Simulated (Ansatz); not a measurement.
Given:

Starting cell, Mg (hcp, Mg type):

```xyz
2
Lattice="3.1745 0.0000 0.0000 -1.5873 2.7492 0.0000 0.0000 0.0000 5.1850" Properties=species:S:1:pos:R:3 pbc="T T T"
Mg     0.0000     1.8328     3.8887
Mg     1.5873     0.9164     1.2962
```

The atoms are displaced by Q × the pattern below (from a DFPT mode at Γ, largest move 1; Q in Å), at fixed cell.

```tsv
atom	x	y	z
Mg1	0.000	0.000	-1.000
Mg2	0.000	0.000	1.000
```

Computed with r2SCAN (plane waves to 500 eV, PAW, scalar-relativistic; Ansatz, a quantum-chemistry and plane-wave program). k mesh 17×17×9 (Γ-centred), Fermi-Dirac smearing 0.05 eV. E stands for the smeared free energy. With partly filled bands, energies and forces of such displacements shift with the k mesh and the smearing. Mg was relaxed with its symmetry unable to fall. The PAW data are Ansatz's earlier set. The zero of ΔE is the undisplaced structure.

The scan covers Q from -0.100 to 0.100 Å in 13 points.

**Question.** Is the energy the same for equal positive and negative displacements?

**Answer.** Even: the same for both signs.

**Question.** Which space group does the distorted structure have?

**Answer.** P-3m1 (No. 164), lowered from P6_3/mmc.

**Question.** What is the energy change at Q = 0.100 Å?

**Answer.** 61 meV/cell.

**Question.** What harmonic wavenumber does the curvature at Q = 0 give?

**Answer.** 259 cm⁻¹.

(For displaced atoms, the force is minus the slope of the energy, and its curvature is a force constant, which sets phonon frequencies.)
